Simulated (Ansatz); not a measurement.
TiC:
```
TiC
1.0
    0.00000     2.14647     2.14647
    2.14647     0.00000     2.14647
    2.14647     2.14647     0.00000
Ti C
1 1
Direct
  0.00000   0.00000   0.00000
  0.50000   0.50000   0.50000
```

Relaxed with PBEsol. Special points in fractions of this cell's reciprocal vectors: Γ (0.000, 0.000, 0.000); X (0.500, 0.000, 0.500); U (0.625, 0.250, 0.625); K (0.375, 0.375, 0.750); L (0.500, 0.500, 0.500); W (0.500, 0.250, 0.750).

### Question
List the band energies nearest the Fermi level at these points for plane-wave PAW PBEsol (Ansatz code).

### Answer
In eV from the Fermi level; about four levels below and three above (degenerate sets whole), none deeper than 8.9 eV; points with the same levels are listed once.

| k | below | above |
|---|---|---|
| Γ | – | 0.69 0.69 0.69 |
| X | -3.45 -1.74 | 0.01 0.01 2.87 |
| U | -3.56 -3.39 -1.74 | 1.51 3.28 4.01 |
| L | -8.82 -5.98 -2.97 -2.97 | 3.05 3.05 4.29 |
| W | -3.20 -3.20 -2.75 | 2.91 2.91 3.69 |

Space group Fm-3m (rock salt). The PBEsol relaxation kept the symmetry of its start; of distortions, only those at the zone centre were tested. The run is not spin-polarised.

Potentials: the earlier of the program's two PAW sets.
